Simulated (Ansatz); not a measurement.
The start is a relaxed Ge2Sb2Te5 cell shaken by Gaussian noise of σ = 0.08 Å a coordinate. The cell and all atomic positions are relaxed at zero pressure with PBE (plane waves to 420 eV, PAW, scalar-relativistic; Ansatz, an electronic-structure program). The first steps use a coarse 4×4×4 k-mesh.

Initial structure:
```yaml
crystal:
  lattice:
    - [3.68580, 2.12800, 9.46215]
    - [-3.68580, 2.12800, 9.46215]
    - [0.00000, -4.25599, 9.46215]
  atoms:
    - { symbol: Ge, position: [0.01886, 0.99536, 0.98206] }
    - { symbol: Ge, position: [0.49725, 0.50452, 0.49011] }
    - { symbol: Sb, position: [0.94587, 0.89138, 0.89430] }
    - { symbol: Sb, position: [0.07809, 0.09932, 0.09742] }
    - { symbol: Te, position: [0.10072, 0.90470, 0.48932] }
    - { symbol: Te, position: [0.49748, 0.11118, 0.88939] }
    - { symbol: Te, position: [0.89241, 0.49332, 0.10346] }
    - { symbol: Te, position: [0.22490, 0.24991, 0.25302] }
    - { symbol: Te, position: [0.74359, 0.75723, 0.76986] }
```

Problem. Which atoms feel the largest initial force, and how large is it?

Solution. 0.50 eV/Å, on Te8 (atoms numbered as listed).

Problem. How much energy is released per atom?

Solution. 0.45 eV/atom.

Problem. How does the volume change?

Solution. -24.5 %, from 49.48 to 37.37 Å³/atom.

Problem. Does it find its way back to the structure it was made from?

Solution. It does not go back: it reaches P1 (No. 1), 0.44 eV/atom below the parent.

Problem. What band gap does the relaxed structure have at this level?

Solution. 0.34 eV, indirect (valence top at k = (0.3333, 0.2, 0.4), conduction bottom at Y) (no spin-orbit coupling).

Problem. Give the final cell and atomic positions.

Solution. 
```
CELL_PARAMETERS angstrom
      6.29488     0.00000     0.00000
     -2.46045     6.84093     0.00000
     -1.27050    -1.06728     7.81040
ATOMIC_POSITIONS crystal
  Ge 0.03532 0.16507 0.88031
  Ge 0.81984 0.31642 0.33739
  Sb 0.27683 0.13543 0.19032
  Sb 0.66944 0.80693 0.78969
  Te 0.28073 0.49027 0.35985
  Te 0.41508 0.07521 0.72984
  Te 0.93721 0.74542 0.52805
  Te 0.82005 0.91013 0.22056
  Te 0.77740 0.38618 0.98895
```

Final values are on a 6×5×5 k-mesh of the relaxed cell. The relaxed cell holds bonded Te–Te pairs (2.91 Å). No spin polarisation in the result. Spin-orbit coupling is missing; with elements this heavy it can move band edges by tenths of an eV or more.

The relaxed structure here is a generated cell of Ge2Sb2Te5: the first start was made by a random draw of sites in a space group, and the end was not matched to a known phase here, so it may be hypothetical. Known forms of Ge2Sb2Te5 include space group No. 164.
